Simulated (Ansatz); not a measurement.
# C, first-principles data

C:
```
C
1.0
   -2.23456     2.23456     2.23456
    2.23456    -2.23456     2.23456
    2.23456     2.23456    -2.23456
C
8
Direct
  0.50000   0.00000   0.31300
  0.68700   0.50000   0.00000
  0.31300   0.50000   0.00000
  0.00000   0.68700   0.50000
  0.00000   0.31300   0.50000
  0.50000   0.00000   0.68700
  0.18700   0.18700   0.18700
  0.81300   0.81300   0.81300
```

Space group Ia-3 (No. 206); conventional cell a = b = c = 4.469 Å, α = β = γ = 90.00°.

Method: DFT-r²SCAN in the program Ansatz with PAW potentials. Structure relaxed to zero pressure with the same functional. Other levels are named where they apply.

Cell and energy:

```
Quantity              Value
---------------  ----------
Volume per atom     5.58 Å³
Density          3.58 g/cm³
```

Electronic structure:

```
Quantity                                    Value
----------------------------  -------------------
Band gap                         2.72 eV (direct)
Valence-band maximum                         at H
Conduction-band minimum                      at H
Electron effective mass       0.41 mₑ (isotropic)
HSE06 gap on the r²SCAN cell              3.66 eV
```

Mechanics:

```
Property                                                                       Value
--------------------------------------------  --------------------------------------
Bulk modulus (Birch–Murnaghan fit)                                           399 GPa
Pressure derivative B′                                                           3.9
Elastic constants (relaxed ions, GPa)              C11 = 1140, C12 = 31.6, C44 = 525
Mechanical stability                          stable (all eigenvalues of C positive)
Hill bulk and shear moduli                                           400 and 536 GPa
Young's modulus                                                             1110 GPa
Poisson's ratio                                                                 0.04
Debye temperature from the elastic constants                                  2230 K
```

The start of the workflow was typed in or built on a structure type; neither database checked (COD, Materials Project) lists it. It is not the phase usual at ambient conditions (space group No. 194, 227). Symmetry was held in the r²SCAN relaxation; its stability against distortions is not shown here.

Potentials: the later of the program's two PAW sets.
